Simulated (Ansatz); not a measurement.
A generated cell, in the space group of a known form (sites not compared), of TePd: P6₃/mmc (No. 194), hP4, NiAs type; a = 4.158 Å, b = 4.158 Å, c = 5.615 Å, α = 90.00°, β = 90.00°, γ = 120.00°; Pd 2a (0.000, 0.000, 0.000); Te 2d (0.667, 0.333, 0.250). Computed with PBEsol (plane waves to 420 eV, PAW, scalar-relativistic; Ansatz, an electronic-structure program). Element references, the lowest calculated here: Pd (Fm-3m), Te (P3₁21).

Total energies (eV/atom, σ → 0; comparable only within this code, potentials and settings):

```
phase           E (eV/atom)
--------------  -----------
TePd (P6₃/mmc)    -6904.460
Pd (Fm-3m)        -6906.648
Te (P3₁21)        -6901.513
```

### Question
What is the formation energy of this P6₃/mmc form of TePd from the elements?

### Answer
E_f = -6904.460 − [1 × (-6901.513) + 1 × (-6906.648)] / 2 = -0.38 eV/atom (-0.8 eV per formula unit).

A lower structure of this composition may exist.

Static energies, no anion corrections, no zero-point energy. Values are rounded to 0.01 eV/atom. Not shown to be the ambient phase of their composition (a lower form may be missing, and a cell relaxed within its start's symmetry can be a saddle point): TePd (P6₃/mmc). Spin-orbit coupling is missing from these energies, which matters for elements this heavy. The compounds carry no spin polarisation.
